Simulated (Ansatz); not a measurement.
TiSi:
```yaml
crystal:
  lattice:
    - [3.05191, 0.00000, 0.00000]
    - [0.00000, 3.05191, 0.00000]
    - [0.00000, 0.00000, 3.05191]
  atoms:
    - { symbol: Ti, position: [0.00000, 0.00000, 0.00000] }
    - { symbol: Si, position: [0.50000, 0.50000, 0.50000] }
```

Relaxed with LDA.

### Question
Decompose the optical modes at the zone centre into irreducible representations, and say which are infrared and Raman allowed.

### Answer
Point group m-3m: Γ_opt = T1u. Infrared: T1u. Raman: none.

### Question
Assign frequencies (DFPT, the program Ansatz at the LDA level (PAW)).

### Answer
T1u 287 cm⁻¹.

Space group Pm-3m (CsCl type). The cell is a constructed one: a structure type filled with these elements; neither database checked (COD, Materials Project) lists it. COD files the formula under space group No. 25, so this cell is another polymorph or a model. Its standing as an ambient phase is unchecked. Symmetry was held in the LDA relaxation. At this level the phase is dynamically unstable (imaginary phonons). No spin polarisation was allowed. As this level gives no gap, phonon frequencies hold no LO–TO term and depend on the k-mesh and smearing (Fermi–Dirac, 0.1 eV here).

Potentials: the later of the program's two PAW sets.
